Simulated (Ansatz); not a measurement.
Relaxed-ion elastic tensor of CF4 in space group C2/c (No. 15; F on 8f, C on 4e, F on 8f) in GPa (Voigt order), DFT-r²SCAN+D4 in the program Ansatz with PAW potentials; density 2.32 g/cm³, 12.59 Å³ per atom.

```json
[
 {"": "1", "1": "15.3", "2": "4.0", "3": "3.9", "4": "0.0", "5": "-1.4", "6": "0.0"},
 {"": "2", "1": "4.0", "2": "14.0", "3": "3.0", "4": "0.0", "5": "1.3", "6": "0.0"},
 {"": "3", "1": "3.9", "2": "3.0", "3": "14.4", "4": "0.0", "5": "1.2", "6": "0.0"},
 {"": "4", "1": "0.0", "2": "0.0", "3": "0.0", "4": "2.9", "5": "0.0", "6": "1.1"},
 {"": "5", "1": "-1.4", "2": "1.3", "3": "1.2", "4": "0.0", "5": "2.7", "6": "0.0"},
 {"": "6", "1": "0.0", "2": "0.0", "3": "0.0", "4": "1.1", "5": "0.0", "6": "4.4"}
]
```

Question: Is the crystal mechanically stable?

Answer: Yes: the smallest eigenvalue of C is 2.1 GPa.

Question: Work out the Voigt, Reuss and Hill averages.

Answer: K_V = 7.3, K_R = 7.1, K_H = 7.2; G_V = 4.2, G_R = 3.4, G_H = 3.8 GPa.

Question: Give Young's modulus, Poisson's ratio, Pugh's ratio and the universal anisotropy index.

Answer: E = 9KG/(3K + G) = 9.7 GPa; ν = 0.28; K/G = 1.90 (ductile by the Pugh limit of 1.75); A_U = 5G_V/G_R + K_V/K_R − 6 = 1.23.

Question: Estimate the sound speeds and the Debye temperature.

Answer: v_l = √((K + 4G/3)/ρ) = 2300 m/s, v_t = √(G/ρ) = 1280 m/s, mean 1420 m/s; Θ = (h/k)(3n/4πV)^(1/3) v_m = 182 K.

Question: Solve the Christoffel equation for the three sound speeds along x, y, z.

Answer: Eigenvalues of C_ijkl n_j n_l equal ρv². In km/s, slowest first: x 1.05, 1.37, 2.58; y 1.00, 1.46, 2.45; z 1.06, 1.12, 2.50.

Question: How much does each axis shrink under pressure?

Answer: Linear compressibilities β_i = Σ_j S_ij (j = 1 to 3): x 35, y 54, z 51 per TPa.

The workflow started from an entry of the Crystallography Open Database (COD). The cell was relaxed with r²SCAN+D4 under the symmetry of its start; its stability against distortions is not shown here. The substance is a gas or liquid at ambient conditions.

Potentials: the later of the program's two PAW sets.
